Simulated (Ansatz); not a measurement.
Co:
```xyz
20
Lattice="6.0557 0.0000 0.0000 0.0000 6.0557 0.0000 0.0000 0.0000 6.0557" Properties=species:S:1:pos:R:3 pbc="T T T"
Co     0.3431     0.3431     0.3431
Co     1.1708     4.8849     1.8570
Co     2.6848     5.7126     3.3709
Co     1.8570     1.1708     4.8849
Co     3.3709     2.6848     5.7126
Co     4.1987     4.1987     4.1987
Co     5.7126     3.3709     2.6848
Co     4.8849     1.8570     1.1708
Co     0.7570     1.2033     2.7172
Co     0.3107     5.2987     4.2311
Co     2.2709     4.8524     5.7450
Co     2.7172     0.7570     1.2033
Co     3.7848     1.8246     3.3385
Co     3.3385     3.7848     1.8246
Co     5.2987     4.2311     0.3107
Co     5.7450     2.2709     4.8524
Co     4.2311     0.3107     5.2987
Co     1.2033     2.7172     0.7570
Co     1.8246     3.3385     3.7848
Co     4.8524     5.7450     2.2709
```
The run is spin-polarised; directions of the spins, atom by atom: ↑ ↑ ↑ ↑ ↑ ↑ ↑ ↑ ↑ ↑ ↑ ↑ ↑ ↑ ↑ ↑ ↑ ↑ ↑ ↑.

Relaxed with PBE. Special points in fractions of this cell's reciprocal vectors: Γ (0.000, 0.000, 0.000); X (0.000, 0.500, 0.000); M (0.500, 0.500, 0.000); R (0.500, 0.500, 0.500).

**Question.** List the band energies nearest the Fermi level at these points for PBE (plane waves, PAW; program Ansatz).

**Answer.** In eV from the Fermi level; about four levels below and three above (degenerate sets whole), none deeper than 8.9 eV; points with the same levels are listed once.

```csv
k,below,above
Γ ↑,-0.66 -0.66 -0.66 -0.65 -0.65 -0.65,0.94 1.87 1.87 1.87
X ↑,-0.16 -0.16 -0.07 -0.07,1.79 1.79 2.05 2.05
M ↑,-0.81 -0.81 -0.69 -0.69,0.29 0.29 0.35 0.35 0.35 0.35
R ↑,-0.69 -0.69 -0.69 -0.69,3.20 3.20 3.20 3.20
Γ ↓,-0.30 -0.30 -0.25 -0.25 -0.25,0.04 0.04 0.04
X ↓,-0.06 -0.06 -0.02 -0.02,0.11 0.11 0.28 0.28
M ↓,-0.25 -0.25 -0.01 -0.01,0.04 0.04 0.18 0.18
R ↓,-0.07 -0.07 -0.07 -0.07,0.21 0.21 0.21 0.21
```

Space group P4_132. The start of the workflow was typed in or built on a structure type; neither database checked (COD, Materials Project) lists it. It is not the phase usual at ambient conditions (space group No. 194). The cell was relaxed with PBE under the symmetry of its start; its stability against distortions is not shown here. The final state is ferromagnetic, the only order run, not a proven ground state.

Potentials: the later of the program's two PAW sets.
